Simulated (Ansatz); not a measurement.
Space group Fm-3m (No. 225). a = 5.470 Å, b = 5.470 Å, c = 5.470 Å, α = 90.00°, β = 90.00°, γ = 90.00°
```
atom site symmetry x y z
  Mn    4a m-3m  0.0000  0.0000  0.0000
  Se    4b m-3m  0.5000  0.0000  0.0000
```

Equation of state of this MnSe structure (not necessarily the ground state), with shape and atoms relaxed at each volume where symmetry leaves them free. Theory: DFT r2SCAN, scalar-relativistic, plane waves, PAW in Ansatz 0.2.0.

Settings: cutoff 500 eV, Γ-centred mesh 14×14×14 on the computed 2-atom cell, Gaussian smearing of 0.10 eV; collinear spin.

| V (Å³/atom) | E − E(largest V) (meV/atom) | P (GPa) | gap on mesh (eV) |
| --- | --- | --- | --- |
| 19.227 | 2.43 | 4.58 | 0.00 |
| 19.841 | -10.65 | 2.22 | 0.00 |
| 20.454 | -15.10 | 0.00 | 0.00 |
| 21.068 | -11.25 | -2.03 | 0.21 |
| 21.682 | 0.00 | -3.81 | 0.38 |

Problem. Fit a third-order Birch–Murnaghan equation to E(V).

Solution. V0 = 20.47 Å³/atom, B0 = 71 GPa, B0' = 1.5.

The state reached may not be the lowest one. The cell holds one magnetic atom, so it can only be ferromagnetic; an antiferromagnetic order may lie lower.